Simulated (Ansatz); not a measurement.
V (diamond): energy against volume

Computed with Ansatz 0.2.0, DFT, r2SCAN, plane waves (500 eV) with PAW, scalar-relativistic. (PAW data from PBE, frozen cores regenerated.)

The cell is scaled uniformly from the relaxed one, with fractional coordinates and shape fixed. Energies are extrapolated to zero smearing, pressures are those at the given smearing. Magnetic state: spin not included. It is not the lowest magnetic state of this structure.

A Birch-Murnaghan fit gives V₀ = 17.78 Å³/atom, B₀ = 65 GPa, B₀′ = 4.3.

(1) What are the energy above the minimum and the pressure at 15.795 Å³/atom?

(2) What are the energy above the minimum and the pressure at 16.513 Å³/atom?

(3) What are the energy above the minimum and the pressure at 17.231 Å³/atom?

Results:

(1) 55.2 meV/atom and 10.21 GPa as computed.

(2) 20.7 meV/atom and 6.04 GPa as computed.

(3) 3.7 meV/atom and 2.68 GPa as computed.
